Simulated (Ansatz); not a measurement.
Diamond Sn (100), 6 layers, DFT, PBE, PAW with Ansatz's default frozen-core files, scalar-relativistic (Ansatz 0.2.0), on 2 threads of Arm Neoverse V2 (shared host).

Command: `ansatz run input.yaml --threads 2 --pin off --max-ram 4096MiB --backend cpu --events-out ev --progress --plain --runs-dir out`

```yaml
crystal:
  lattice:
    - [4.7064645918, 0.0, 0.0]
    - [0.0, 4.7064645918, 0.0]
    - [0.0, 0.0, 24.3199]
  atoms:
    - { symbol: Sn, position: [0.75, 0.0, 0.3289480514] }
    - { symbol: Sn, position: [0.25, 0.0, 0.3973688308] }
    - { symbol: Sn, position: [0.25, 0.5, 0.4657896103] }
    - { symbol: Sn, position: [0.75, 0.5, 0.5342103897] }
    - { symbol: Sn, position: [0.75, 0.0, 0.6026311692] }
    - { symbol: Sn, position: [0.25, 0.0, 0.6710519486] }
kpoints:
  mp_grid: { grid: [7, 7, 1] }
scf:
  occupations: { method: fermi_dirac, width: 0.02 }
hamiltonian:
  xc: pbe
  pseudopotentials: { kind: paw }
output:
  forces: true
  stress: true
  eigenvalues: true
  populations: true
efield:
  axis: 3
  amplitude: 0
  dipole_correction: true
```

Q: How large is the problem that the program sets up?

A: 16 irreducible k-points, 10513 plane waves at Γ, 51 bands.

Q: About how long does it take, and how much memory?

A: 32 s of wall time for 9 SCF iterations, with a peak of 0.79 GiB. Times on shared machines scatter by tens of per cent.
